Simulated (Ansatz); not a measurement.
AlAs:
```
AlAs
1.0
    4.00387     0.00000     0.00000
   -2.00194     3.46746     0.00000
    0.00000     0.00000     6.57922
Al As
2 2
Direct
  0.33333   0.66667   0.00073
  0.66667   0.33333   0.50073
  0.33333   0.66667   0.37527
  0.66667   0.33333   0.87527
```

Relaxed with PBEsol.

Q: Give the Bader charges and basin volumes of the independent atoms, DFT-PBEsol in the program Ansatz with PAW potentials.

A: 

```csv
atom,Bader charge (e),Bader volume (Å³)
Al1,+1.96,8.2
As3,-1.96,37.5
```

Space group P6_3mc (wurtzite). The first step of the workflow began from a Materials Project structure, measured or hypothetical; the Crystallography Open Database copy checked does not list it. It is not the phase usual at ambient conditions (space group No. 216). The PBEsol relaxation kept the symmetry of its start; its stability against distortions is not shown here.

Potentials: the later of the program's two PAW sets.
